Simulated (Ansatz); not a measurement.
This SiPd3Pt structure is the end of a relaxation. The cell was found from a structure generator's guess, not taken from experiment.

All numbers below come from Ansatz 0.2.0, DFT PBE, scalar-relativistic, plane waves, PAW. Cutoff 420 eV, Γ-centred mesh, Gaussian smearing, no spin polarisation.

```yaml
crystal:
  lattice:
    - [5.16272, 0.00000, 0.00000]
    - [-2.58136, 4.47105, 0.00000]
    - [0.00000, 0.00000, 4.48548]
  atoms:
    - { symbol: Si, position: [0.00000, 0.00000, 0.00000] }
    - { symbol: Pd, position: [0.50000, 0.00000, 0.00000] }
    - { symbol: Pd, position: [0.00000, 0.50000, 0.00000] }
    - { symbol: Pd, position: [0.50000, 0.50000, 0.00000] }
    - { symbol: Pt, position: [0.00000, 0.00000, 0.50000] }
```

Energies over the elements count from the elements' standard structures at the same level, with no fitted energy shifts.

**Question.** What space group does it have?

**Answer.** P6/mmm (No. 191). Conventional cell: a = 5.163 Å, c = 4.485 Å. Around Si lie 2 Pt at 2.24 Å and 6 Pd at 2.58 Å; Pd has 2 Si at 2.58 Å and 4 Pd at 2.58 Å; around Pt lie 2 Si at 2.24 Å and 12 Pd at 3.42 Å.

**Question.** How far does it lie from the elements in energy?

**Answer.** +0.33 eV/atom. The separate elements lie lower, so it is unstable against them.

**Question.** Is it a metal?

**Answer.** Yes, bands cross the Fermi level on the 12×12×8 mesh.

The last run used a 12×12×8 mesh (in the run's order of axes) for its 5-atom cell and Gaussian smearing of 0.10 eV. These runs have no spin–orbit coupling, which can matter for Pt. Symmetry constrained the relaxation, so the result can be a saddle point. Another cell of SiPd3Pt relaxed alike, in Pm-3m, lies 102 meV/atom lower, so this cell isn't the stable form at this level.
